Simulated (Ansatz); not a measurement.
## MgTi2P2H2O10, one structure, two calculations

Cell: a Materials Project structure (computed, not necessarily an observed phase), taken as it stands.

```cif
data_structure
_symmetry_space_group_name_H-M 'P 1'
_symmetry_Int_Tables_number 1
_cell_length_a 5.2699
_cell_length_b 5.4803
_cell_length_c 7.3540
_cell_angle_alpha 108.034
_cell_angle_beta 109.300
_cell_angle_gamma 95.477
_cell_volume 185.92
loop_
_atom_site_label
_atom_site_type_symbol
_atom_site_fract_x
_atom_site_fract_y
_atom_site_fract_z
_atom_site_occupancy
Mg1 Mg 0.74649 0.41540 0.73440 1
Ti2 Ti 0.00445 0.01525 0.47658 1
Ti3 Ti 0.00799 0.03431 0.02646 1
H4 H 0.30194 0.81467 0.27011 1
H5 H 0.67500 0.95025 0.65660 1
P6 P 0.65780 0.39627 0.24751 1
P7 P 0.32680 0.66164 0.75140 1
O8 O 0.85579 0.07566 0.72868 1
O9 O 0.74823 0.28785 0.42858 1
O10 O 0.31482 0.36426 0.63584 1
O11 O 0.35895 0.26419 0.09770 1
O12 O 0.84468 0.33198 0.12201 1
O13 O 0.11603 0.68160 0.85774 1
O14 O 0.63521 0.75142 0.90286 1
O15 O 0.68350 0.69671 0.34000 1
O16 O 0.27993 0.81973 0.60834 1
O17 O 0.15489 0.91380 0.25804 1
```

Sites (sets of like atoms) are named by element and the number of their first atom in this list.

First run. Method: Kohn–Sham DFT in Ansatz, PBE, plane waves and PAW, scalar-relativistic, collinear spin, 420 eV cutoff, Γ-centred 5×5×4 k-points, Fermi–Dirac smearing 0.02 eV. Start moments as typed (μB): 1 on each Ti, none on the rest.

| site | atom | V_zz (10²¹ V/m²) | η | m (μB) |
| --- | --- | --- | --- | --- |
| Mg | 1 | 2.10 | 0.57 | 0.00 |
| Ti2 | 2 | -6.59 | 0.38 | 0.73 |
| Ti3 | 3 | 4.50 | 0.80 | 0.61 |
| H4 | 4 | 3.66 | 0.04 | 0.01 |
| H5 | 5 | 3.49 | 0.04 | 0.00 |
| P6 | 6 | 1.16 | 0.84 | 0.01 |
| P7 | 7 | 1.72 | 0.43 | 0.00 |
| O8 | 8 | 9.91 | 0.27 | 0.00 |
| O9 | 9 | 9.47 | 0.46 | 0.00 |
| O11 | 11 | 9.42 | 0.08 | 0.00 |
| O12 | 12 | 9.04 | 0.21 | 0.00 |
| O13 | 13 | 9.27 | 0.50 | 0.00 |
| O16 | 16 | 9.03 | 0.16 | 0.00 |
| O17 | 17 | 10.61 | 0.35 | -0.02 |

Second run. The same atoms and settings, except that the functional is r2SCAN and the cutoff is 500 eV.

**Question.** What does the second run give?

**Answer.** 

| site | atom | V_zz | η | change of V_zz | m (μB) |
| --- | --- | --- | --- | --- | --- |
| Mg | 1 | 2.06 | 0.58 | -0.04 | 0.00 |
| Ti2 | 2 | 8.81 | 0.55 | – | 0.65 |
| Ti3 | 3 | 6.97 | 0.75 | – | -0.64 |
| H4 | 4 | 3.59 | 0.05 | -0.07 | 0.00 |
| H5 | 5 | 3.42 | 0.05 | -0.07 | 0.00 |
| P6 | 6 | 1.17 | 0.40 | +0.01 | 0.00 |
| P7 | 7 | 2.00 | 0.26 | +0.28 | 0.00 |
| O8 | 8 | 10.78 | 0.30 | +0.87 | 0.00 |
| O9 | 9 | 9.44 | 0.43 | -0.03 | 0.00 |
| O11 | 11 | 9.50 | 0.08 | +0.08 | 0.00 |
| O12 | 12 | 9.30 | 0.13 | +0.26 | 0.00 |
| O13 | 13 | 9.52 | 0.47 | +0.25 | 0.00 |
| O16 | 16 | 9.26 | 0.18 | +0.23 | 0.00 |
| O17 | 17 | 11.08 | 0.25 | +0.47 | 0.00 |

The largest change of V_zz along a kept axis is on O8, from 9.91 to 10.78. The whole tensor moves most on Ti3, by 7.02 along its most changed direction. In per cent, |V_zz| changes by -2 on Mg, -2 on H, +1 to +16 on P, 0 to +9 on O (all sites that start above 0.5, bar those whose gradient vanishes or changes sign or whose main axis turns by over 40°). Where |V_zz| stays above 0.1 and the axes keep their order, η moves most on P6, from 0.84 to 0.40. On Ti2, Ti3 the largest principal value lies along another axis in the second run, so the two V_zz can't be compared directly. The table leaves out 3 of the 17 sites, with |V_zz| up to 9.37; their tensors move by 0.33 at most along any direction. The statements above cover all sites. The absolute magnetisation of the cell goes from 2.2 to 2.0 μB.

The magnetic order is the one that the run reached from its start moments, not necessarily the measured one.
For the first run: With a gap of 0.11 eV under a smearing of 0.02 eV the band edges are partly filled, so small gradients can hang on the smearing and the k-mesh. All moments are parallel here, as the start or the cell imposes; many such compounds order antiparallel, where fields and spin densities carried over to other atoms largely cancel.
For the second run: At this cell the principal stresses reach 6 GPa in size with r2SCAN, which can matter for small gradients. The largest force is 0.8 eV/Å, so the atoms aren't at the calculated equilibrium and relaxing them would move these values. The moments were started parallel, and the run ended with some of them reversed. The program didn't check the stability of this electronic state in full, so a lower one may lie near.
